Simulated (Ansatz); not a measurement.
# ZrCu2O3, a known structure type with other elements, at an estimated volume

```xyz
12
Lattice="9.3956 0.0000 0.0000 0.0000 3.9204 0.0000 0.0000 0.0000 3.3099" Properties=species:S:1:pos:R:3 pbc="T T T"
Zr    2.3489    0.9801    1.1363
Zr    7.0467    2.9403    2.1736
Cu    0.7892    2.9403    2.8022
Cu    3.9086    2.9403    2.8022
Cu    5.4871    0.9801    0.5077
Cu    8.6064    0.9801    0.5077
O     0.7423    0.9801    2.8830
O     3.9556    0.9801    2.8830
O     5.4401    2.9403    0.4270
O     8.6534    2.9403    0.4270
O     2.3489    2.9403    1.9363
O     7.0467    0.9801    1.3736
```

Level: PBE, with U = 2.55 eV and J = 0.55 eV on Cu d (all-electron-ortho-atomic projectors), no spin polarisation; 420 eV; 3×8×9 Γ-centred mesh; fermi-dirac occupations (width 0.1 eV); Ansatz 0.2.0, fixed geometry.

(1) Is the cell too large or too small?

(2) Give the Bader charges.

(3) What do density and ELF say about some of the short contacts?

(4) Metal or insulator?

Origin: a known structure type with other elements, at an estimated volume, so it need not be a known compound. Caveats: many states at the Fermi level without spin polarisation, so a magnetic state may lie lower; atoms or cell far from equilibrium.

Answers

(1) The pressure is 35.9 GPa (compression positive), so with the atoms held at these fractions the cell would first expand; the forces are large, so a full relaxation may end otherwise. The principal stresses 15.4, 45.0, 47.2 GPa differ, so its shape would change too.

(2) Bader charges in e: Zr +2.21, Cu +0.77, O -1.25. In the mean Zr gives up most and O takes most.

(3) Cu–O at 1.78 Å: least valence density 0.98 e/Å³ and ELF 0.21 there. Zr–O at 2.12 Å: least valence density 0.63 e/Å³ and ELF 0.23 there. These are pseudo-fields; inside the PAW spheres they differ from the all-electron ones.

(4) It is a metal, with about 3.5 states/eV a cell as the mean within 0.25 eV of the Fermi level, mostly Zr d (34 %), Cu d (32 %) and O p (26 %).
